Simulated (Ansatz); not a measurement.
**K3H5Pt: ⁴¹K nuclear quadrupole resonance**

Cell: a Materials Project structure (computed, not necessarily an observed phase).

Space group P4/mbm (No. 127); a = 7.3601, c = 5.7141 Å.

```csv
site,Wyckoff,site symmetry,x,y,z
K1,2a,4/m..,0.5000,0.5000,0.0000
K3,4h,m.2m,0.1838,0.6838,0.5000
H7,2b,4/m..,0.5000,0.5000,0.5000
H9,8k,..m,0.6131,0.1131,0.7986
Pt,2d,m.mm,0.5000,0.0000,0.0000
```

One atom of each set is listed.

All values are calculated (Ansatz; DFT, PBE, plane waves and PAW, scalar-relativistic, 420 eV cutoff, Γ-centred 4×4×5 k-points, Fermi–Dirac smearing 0.05 eV), not measured.

⁴¹K: I = 3/2, Q = 73.40 mb (year-2017 value). Static lattice, zero field.

Sites with a gradient: K1 (2 atoms; 10 H at 2.86–3.18 Å); K3 (4 atoms; 8 H at 2.69–2.82 Å).

Problem. The simulated spectrum has lines at 0.674, 1.01 MHz. Sort them into the sets that belong together, and say which site each set most likely comes from.

Solution. For I = 3/2 there is one line, ν = (|C_Q|/2)(1 + η²/3)^½. K1: 0.674 MHz (|C_Q| = 1.35 MHz, η = 0.00). K3: 1.01 MHz (|C_Q| = 1.99 MHz, η = 0.29).

The sites follow from the calculation. An axis of threefold or higher order runs through K1, so V_zz lies along it and η is zero. Like point charges on the first shell alone (each adding as 1/d³) would give the same order.
